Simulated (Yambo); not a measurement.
```xyz
4
Lattice="1.7917 -5.2696 0.0000 1.7917 5.2696 0.0000 0.0000 0.0000 3.7296" Properties=species:S:1:pos:R:3 pbc="T T T"
Cl     1.7917    -3.8203     0.9324
Cl     1.7917     3.8203     2.7972
Ag     1.7917     1.0583     2.7972
Ag     1.7917    -1.0583     0.9324
```

AgCl (space group Cmcm, No. 63) under isotropic strain of -3 % on all lattice vectors: mean Im ε in 1 eV windows above the direct gap of 3.55 eV, for different electron-hole kernels (Yambo, broadening 0.15 eV, PBEsol (Quantum ESPRESSO, PseudoDojo norm-conserving, 82 Ry, no spin-orbit coupling) bands; 4×4×4 mesh, 16 valence and 5 conduction bands, static screening with 56 bands and a 4 Ry block, scissor 1.47 eV, Tamm-Dancoff; field along x).

```csv
window (eV),independent quasiparticles,BSE
3.5 to 4.5,0.9,7.4
4.5 to 5.5,7.6,8.0
5.5 to 6.5,7.8,7.6
6.5 to 7.5,6.4,4.4
7.5 to 8.5,4.6,5.1
```

This run doesn't resolve bound excitons or single peaks, so only averages are given, and they too depend on the mesh; weight that the attraction moves below the gap isn't listed. All transitions below 9.41 eV are in the band window. The scissor comes from a G0W0 run whose convergence isn't established.

Spin-orbit splittings are left out.

Geometry strained from the cell relaxed with PBEsol, atoms relaxed again.

This is not the ordinary phase of the substance; no match was found in the copy of COD used, and its stability was not checked.
